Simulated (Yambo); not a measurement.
Yambo run on MgS (zinc blende, space group F-43m, No. 216). The wavefunctions are PBEsol (Quantum ESPRESSO, PseudoDojo norm-conserving, 84 Ry, scalar-relativistic) ones on a 4×4×4 mesh (8 occupied bands); a = 3.9968 Å, b = 3.9968 Å, c = 3.9968 Å, α = 60.00°, β = 60.00°, γ = 60.00°.

Yambo input:

```
rim_cut
HF_and_locXC
RandQpts= 1000000
RandGvec= 1 Ry
EXXRLvcs= 84 Ry
VXCRLvcs= 336 Ry
% QPkrange
 1 | 1 | 8 | 9 |
 3 | 3 | 8 | 9 |
 7 | 7 | 8 | 9 |
 8 | 8 | 8 | 9 |
%
```

k points by index: 1 = Γ, 3 = L, 7 = X, 8 = W.

Table of the .hf output:

```
#    K-point    Band    Eo [eV]    Ehf [eV]    Vxc [eV]    Vnlxc [eV]
#
    1    8    0.000000    -3.382868    -12.86282    -16.24569
    1    9    3.311711    7.356887    -9.089546    -5.044369
    3    8    -0.332801    -3.829823    -12.72585    -16.22287
    3    9    5.002208    9.396190    -9.310464    -4.916482
    7    8    -1.054782    -4.783223    -12.22368    -15.95212
    7    9    3.707297    7.605244    -7.675673    -3.777726
    8    8    -1.366300    -5.012505    -11.67815    -15.32435
    8    9    5.388831    9.495492    -8.572060    -4.465399
```
Exchange alone, without screening.

Geometry relaxed with PBEsol.

This is not the ordinary phase of the substance; no match was found in the copy of COD used, and its stability was not checked.
